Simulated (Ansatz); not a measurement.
## Candidate structures of TeS2

Method: DFT, PBE, all-electron LAPW, scalar-relativistic in Ansatz 0.2.0.

Each cell is taken as listed (from a database or a relaxation; residual pressures are under 0.6 GPa and forces under 0.08 eV/Å), on meshes of about 0.2 Å⁻¹ spacing; energies are extrapolated to zero smearing, with no zero-point or thermal terms. Other structures, the observed one among them, may be missing from this set and lie lower. No run is spin-polarised.

Spin–orbit coupling is left out, though it moves levels of the heavy atoms by tenths of an eV or more.

(1) Order the structures by energy per atom, lowest first, and give the differences.
A.
Space group Fm-3m (No. 225). a = 6.555 Å, b = 6.555 Å, c = 6.555 Å, α = 90.00°, β = 90.00°, γ = 90.00°
| atom | site | symmetry | x | y | z |
| --- | --- | --- | --- | --- | --- |
| Te | 4a | m-3m | 0.0000 | 0.0000 | 0.0000 |
| S | 8c | -43m | 0.2500 | 0.7500 | 0.7500 |
(fluorite type, relaxed by us; 10×10×10 mesh on the primitive cell, smearing 0.03 eV, P = 0.0 GPa)
B.
```cif
data_structure
_symmetry_space_group_name_H-M 'P-3m1'
_symmetry_Int_Tables_number 164
_cell_length_a 3.8345
_cell_length_b 3.8345
_cell_length_c 6.7531
_cell_angle_alpha 90.000
_cell_angle_beta 90.000
_cell_angle_gamma 120.000
_cell_volume 85.99
loop_
_atom_site_label
_atom_site_type_symbol
_atom_site_symmetry_multiplicity
_atom_site_Wyckoff_symbol
_atom_site_fract_x
_atom_site_fract_y
_atom_site_fract_z
_atom_site_occupancy
Te1 Te 1 a 0.00000 0.00000 0.00000 1
S1 S 2 d 0.33333 0.66667 0.22851 1
```
(CdI2 type, relaxed by us; 11×11×6 mesh on the primitive cell, smearing 0.08 eV, P = 0.0 GPa)

Results:

(1) B (0 meV/atom), A (320 meV/atom).
